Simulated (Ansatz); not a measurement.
YCo₂Ge₂:
```cif
data_Co2Ge2Y
_chemical_formula_sum 'Y1 Co2 Ge2'
_space_group_name_H-M_alt 'P 1'
_space_group_IT_number 1
_cell_length_a 5.75385
_cell_length_b 5.75385
_cell_length_c 5.75385
_cell_angle_alpha 140.145
_cell_angle_beta 140.145
_cell_angle_gamma 57.633
loop_
_space_group_symop_operation_xyz
  'x, y, z'
loop_
_atom_site_label
_atom_site_type_symbol
_atom_site_fract_x
_atom_site_fract_y
_atom_site_fract_z
_atom_site_occupancy
Y1 Y 0.00000 0.00000 0.00000 1
Co1 Co 0.75000 0.25000 0.50000 1
Co2 Co 0.25000 0.75000 0.50000 1
Ge1 Ge 0.62841 0.62841 0.00000 1
Ge2 Ge 0.37159 0.37159 0.00000 1
```

Relaxed with r²SCAN.

Question: Which orbitals make up the states near the Fermi level in plane-wave PAW r²SCAN (Ansatz code)?

Answer: Within 0.5 eV of the Fermi level: Co 3d 62 %, Y 4d 19 %, Ge 4p 14 %. Projections are on Löwdin-orthogonalised atomic valence shells; empty p or d shells of many metals are not among them.

Question: Tabulate the density of states.

Answer: States/eV per cell of 5 atoms, in 0.25 eV bins, energy from the Fermi level.

```
E (eV)  total  Co 3d  Ge 4p  Y 4d
------  -----  -----  -----  ----
-7.85    0.00   0.00   0.00  0.00
-7.60    0.00   0.00   0.00  0.00
-7.35    0.00   0.00   0.00  0.00
-7.10    0.00   0.00   0.00  0.00
-6.85    0.00   0.00   0.00  0.00
-6.60    0.00   0.00   0.00  0.00
-6.35    0.00   0.00   0.00  0.00
-6.10    0.03   0.00   0.02  0.00
-5.85    0.63   0.05   0.39  0.06
-5.60    2.27   0.27   1.34  0.19
-5.35    2.69   0.41   1.49  0.23
-5.10    2.16   0.42   1.16  0.17
-4.85    2.44   0.62   1.27  0.14
-4.60    1.40   0.32   0.72  0.11
-4.35    1.65   0.49   0.81  0.12
-4.10    1.92   0.64   0.94  0.11
-3.85    2.70   0.93   1.35  0.16
-3.60    4.15   1.56   2.02  0.27
-3.35    5.99   2.85   2.40  0.51
-3.10    4.00   1.72   1.65  0.43
-2.85    5.41   2.89   1.68  0.52
-2.60    8.31   5.76   1.50  0.64
-2.35    5.13   3.75   0.94  0.22
-2.10    6.66   5.23   0.84  0.24
-1.85    4.85   4.28   0.17  0.25
-1.60    7.78   6.92   0.21  0.44
-1.35   10.66   9.55   0.35  0.45
-1.10    8.01   7.17   0.28  0.33
-0.85    4.44   3.43   0.36  0.43
-0.60    2.65   1.68   0.34  0.44
-0.35    2.30   1.24   0.30  0.55
-0.10    2.02   1.11   0.30  0.43
0.15     3.32   2.10   0.47  0.59
0.40     5.91   3.94   0.81  0.92
0.65     2.76   1.46   0.48  0.62
0.90     1.96   0.86   0.39  0.55
1.15     1.66   0.62   0.35  0.55
1.40     1.14   0.38   0.24  0.44
1.65     1.21   0.33   0.24  0.54
1.90     0.97   0.23   0.19  0.45
2.15     1.80   0.42   0.38  0.64
2.40     2.04   0.44   0.55  0.69
2.65     2.36   0.47   0.65  0.88
2.90     1.87   0.30   0.41  0.87
3.15     1.98   0.26   0.36  1.07
3.40     2.44   0.29   0.38  1.40
3.65     3.29   0.36   0.44  1.90
3.90     3.56   0.33   0.51  1.98
4.15     3.81   0.29   0.58  2.15
4.40     3.84   0.26   0.69  2.19
4.65     4.22   0.26   0.82  2.29
```

Space group I4/mmm. The workflow started from a Materials Project entry (that database holds measured and hypothetical structures alike); the Crystallography Open Database copy checked does not list it. Its standing as an ambient phase is unchecked. Symmetry was held in the r²SCAN relaxation; its stability against distortions is not shown here. The run is not spin-polarised. Spin–orbit coupling is left out wherever it is not named.

Potentials: the earlier of the program's two PAW sets.
